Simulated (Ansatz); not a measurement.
**Calculated 101Ru nuclear quadrupole resonance for Ru under strain**

Cell: an entry of the Crystallography Open Database (COD), relaxed with PBE at fixed cell and then changed (z compressed by 1 %, ions relaxed).

```cif
data_structure
_symmetry_space_group_name_H-M 'P 1'
_symmetry_Int_Tables_number 1
_cell_length_a 2.7058
_cell_length_b 2.7058
_cell_length_c 4.2391
_cell_angle_alpha 90.000
_cell_angle_beta 90.000
_cell_angle_gamma 120.000
_cell_volume 26.88
loop_
_atom_site_label
_atom_site_type_symbol
_atom_site_fract_x
_atom_site_fract_y
_atom_site_fract_z
_atom_site_occupancy
Ru1 Ru 0.33333 0.66667 0.25000 1
Ru2 Ru 0.66667 0.33333 0.75000 1
```

Atoms are numbered from 1 in the order listed; like atoms form one site, named after its first atom.

Method: Kohn–Sham DFT in Ansatz, PBE, plane waves and PAW, scalar-relativistic, 420 eV cutoff, Γ-centred 20×20×11 k-points, Fermi–Dirac smearing 0.05 eV.

101Ru: I = 5/2, Q = 457.0 mb (year-2017 value). Static lattice, zero field.

Question: Predict the zero-field 101Ru lines of each site.

Answer: For I = 5/2 and η = 0 the lines are 3|C_Q|/20 and twice that; η pulls their ratio below 2.

```
site  atoms  V_zz (10²¹ V/m²)  C_Q (MHz)     η  line frequencies (MHz)
  Ru   1, 2             -1.52      -16.8  0.00              2.51, 5.03
```

Question: And for 99Ru (I = 5/2, Q = 79.00 mb) on Ru?

Answer: C_Q scales with Q to -2.90 MHz, with lines at 0.434, 0.869 MHz.

An axis of threefold or higher order runs through Ru, so V_zz lies along it and η is zero.

The run finds no gap above 0.1 eV (a metal, or nearly one), so the gradients can move by 10 % or more with the k-mesh. Without spin–orbit coupling (the program notes it for Ru) the gradients can shift somewhat, as the gap is small. With these PAW files V_zz is typically within 2 to 3 % of all-electron values, but misses above 10 % occur on Ru. At this changed cell the PBE pressure is 8 GPa.

The relaxation (1 step) took 4.6 s of wall time (4.6 s of CPU time) and 0.52 GiB at its peak, on 1 thread of Intel Xeon 6975P-C (Granite Rapids) (x86_64; 16 cores open to the job, memory cap 3.0 GiB, no GPU), a shared host with a load of 0.1 a core.
